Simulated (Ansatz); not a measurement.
Ga2Pt (fluorite type, space group Fm-3m)

```yaml
crystal:
  lattice:
    - [0.00000, 5.86926, 5.86926]
    - [2.93463, 2.93463, 5.86926]
    - [2.93463, 2.93463, 0.00000]
  atoms:
    - { symbol: Ga, position: [0.00000, 0.75000, 0.75000] }
    - { symbol: Ga, position: [0.50000, 0.75000, 0.75000] }
    - { symbol: Ga, position: [0.00000, 0.25000, 0.25000] }
    - { symbol: Ga, position: [0.50000, 0.25000, 0.25000] }
    - { symbol: Pt, position: [0.00000, 0.00000, 0.00000] }
    - { symbol: Pt, position: [0.50000, 0.00000, 0.00000] }
```

A phonon eigenvector at X = (0.5, 0.5, 0.0) is frozen into this cell: atom i moves by Q times the vector below, so Q is the largest atomic displacement, in Å. The cell is held. It is one choice among 3 degenerate patterns. (q is in reciprocal vectors of the primitive cell; the cell shown is doubled to hold the pattern.)

```json
[
 {"atom": "Ga1", "x": "0.000", "y": "0.000", "z": "-1.000"},
 {"atom": "Ga2", "x": "0.000", "y": "0.000", "z": "1.000"},
 {"atom": "Ga3", "x": "0.000", "y": "0.000", "z": "1.000"},
 {"atom": "Ga4", "x": "0.000", "y": "0.000", "z": "-1.000"}
]
```

Atoms not listed stay in place.

Computed with LDA (plane waves to 420 eV, PAW, scalar-relativistic; Ansatz, an electronic-structure program). k mesh 14×14×14 (Γ-centred), Fermi-Dirac smearing 0.05 eV. With partly filled bands, energies and forces of such displacements shift with the k mesh and the smearing. Ga2Pt is run without spin polarisation. Ga2Pt was relaxed with its symmetry unable to fall. Spin-orbit coupling is left out, though Pt is heavy. This is a high-temperature form of Ga2Pt.

At one point of the scan the forces (eV/Å) are:

```csv
atom,Fx,Fy,Fz
Ga1,0.000,0.000,-1.340
Ga2,0.000,0.000,1.340
Ga3,0.000,0.000,1.340
Ga4,0.000,0.000,-1.340
Pt5,0.000,0.000,0.000
Pt6,0.000,0.000,0.000
```

Which point is it?
(A) Q = -0.120 Å
(B) Q = -0.060 Å
(C) Q = -0.030 Å
(D) Q = -0.180 Å

A, Q = -0.120 Å

(For displaced atoms, the force is minus the slope of the energy, and its curvature is a force constant, which sets phonon frequencies.)
